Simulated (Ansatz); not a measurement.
IrPtN2:
```xyz
4
Lattice="1.4926 0.8617 6.2152 -1.4926 0.8617 6.2152 0.0000 -1.7235 6.2152" Properties=species:S:1:pos:R:3 pbc="T T T"
Ir     0.0000     0.0000     9.3229
Pt     0.0000     0.0000     0.0000
N      0.0000     0.0000    16.6672
N      0.0000     0.0000     1.9786
```

This is the PBE-relaxed structure.

All from the program Ansatz at the PBE level (PAW), unless another level is named. Give the electronic character.

metallic (no gap).

And the density of states at the Fermi level?

0.87 states/eV per atom (mean over ±0.08 eV).

And the formation energy from the elements (no fitted shifts)?

0.63 eV/atom.

Space group R-3m. The start of the workflow was typed in or built on a structure type; neither database checked (COD, Materials Project) lists it. Its standing as an ambient phase is unchecked. The cell was relaxed with PBE under the symmetry of its start; whether a distortion lowers the energy is not shown. The workflow began spin-polarised and lost its moments. Its formation energy is positive at this level, so the cell may be metastable or incomplete. The references are the lowest solids computed at this level, not always the standard phases (solids in place of the gases). Spin–orbit coupling is left out wherever it is not named.

Potentials: the later of the program's two PAW sets.
